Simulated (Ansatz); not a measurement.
Interlayer sliding in a free bilayer taken from bulk MoS$_{2}$ (2H-MoS2 type, space group P6_3/mmc): the upper half of the atoms below is shifted in the plane.

```
CELL_PARAMETERS angstrom
      3.17320     0.00000     0.00000
      1.58660     2.74807     0.00000
      0.00000     0.00000    24.33016
ATOMIC_POSITIONS crystal
  S  0.33333 0.33333 0.30826
  Mo 0.66667 0.66667 0.37221
  S  0.33333 0.33333 0.43615
  S  0.66667 0.66667 0.56385
  Mo 0.33333 0.33333 0.62779
  S  0.66667 0.66667 0.69174
```

In-plane vectors a = (3.173, 0.000) Å, b = (1.587, 2.748) Å, area 8.72 Å². The shift is s times the vector a (length 3.173 Å), so s = 1 restores the start. Atoms relax along the normal only. γ = [E(shift) − E(0)] / area.

Calculation: r2SCAN+rVV10 (plane waves to 500 eV, PAW, scalar-relativistic; Ansatz, a program for electronic structure). k mesh 12×12×1 (Γ-centred), Fermi-Dirac smearing 0.05 eV. Energies are extrapolated to zero smearing. MoS2 is run without spin polarisation. MoS2 was relaxed with its symmetry unable to fall. The PAW data are Ansatz's earlier set. γ is measured from zero shift.

```csv
s,γ (mJ/m²)
0.000,0
0.083,9
0.167,28
0.250,51
0.333,70
0.417,withheld
0.500,85
0.583,withheld
0.667,70
0.750,51
0.833,28
0.917,9
```

**Question.** Fit a Fourier form (three harmonics of 1 − cos and sin) to the given rows and predict γ at s = 0.417.

**Answer.** Least squares on the 10 given rows: γ = (42.2)·[1 − cos(2πs)] + (4.3)·[1 − cos(4πs)] + (0.4)·[1 − cos(6πs)], in mJ/m²; root-mean-square residual 0.4 mJ/m². At 0.417 the fit gives 81 mJ/m²; the calculation gives 81 mJ/m², the same to the digits shown. 

(The slope of γ gives the shear force per area between the displaced halves; near zero shift its curvature is an elastic stiffness.)
